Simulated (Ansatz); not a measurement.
Ba$_{2}$InOsO$_{6}$ in space group Fm-3m (No. 225; Ba on 8c, In on 4b, Os on 4a, O on 24e), the program Ansatz at the r²SCAN level (PAW). The conduction-band minimum lies at Z, with 1 equivalent valley. Second derivatives d²E/dk² of the lowest band at one valley (eV·Å²), along Cartesian directions:

```json
[
 {"direction": "[100]", "d²E/dk²": "5.345"},
 {"direction": "[010]", "d²E/dk²": "5.345"},
 {"direction": "[001]", "d²E/dk²": "0.9741"},
 {"direction": "[110]", "d²E/dk²": "5.351"},
 {"direction": "[101]", "d²E/dk²": "3.161"},
 {"direction": "[011]", "d²E/dk²": "3.161"}
]
```

Q: Find the principal effective masses, the density-of-states mass and the conductivity mass.

A: Off-diagonal terms follow from H_xy = H[110] − (H_xx + H_yy)/2, and m*/mₑ = 7.620 eV·Å² over each eigenvalue: 1.4, 1.4, 7.8. One valley's DOS mass (m₁m₂m₃)^(1/3) = 2.5, conductivity mass 3/(Σ 1/mᵢ) = 2.0 mₑ.

Q: What effective density of states Nc follows at 300 K for parabolic valleys?

A: Nc = 2.509e19 × 1 × (2.5)^(3/2) ≈ 9.9e19 cm⁻³.

The workflow started from a Materials Project entry (that database holds measured and hypothetical structures alike); the Crystallography Open Database copy checked does not list it. Whether it is the stable phase at ambient conditions was not checked. The cell was relaxed with r²SCAN under the symmetry of its start, as lowered by the spin order; its stability against distortions is not shown here. Spin order of the final state: antiferromagnetic, chosen from 3 collinear starts compared on coarse meshes (ties went to the first, and starts can fall back to one state), not a proven ground state. Other orbital occupations within this spin state were not tried. No Hubbard U is applied. Point labels and valley counts follow the cell and symmetry of the run, lower than the named group. Scalar-relativistic: spin–orbit coupling is off unless named, which matters more the heavier the elements.

Potentials: the later of the program's two PAW sets.

Edges and masses are those of Kohn–Sham bands, whose gap is no quasiparticle gap.
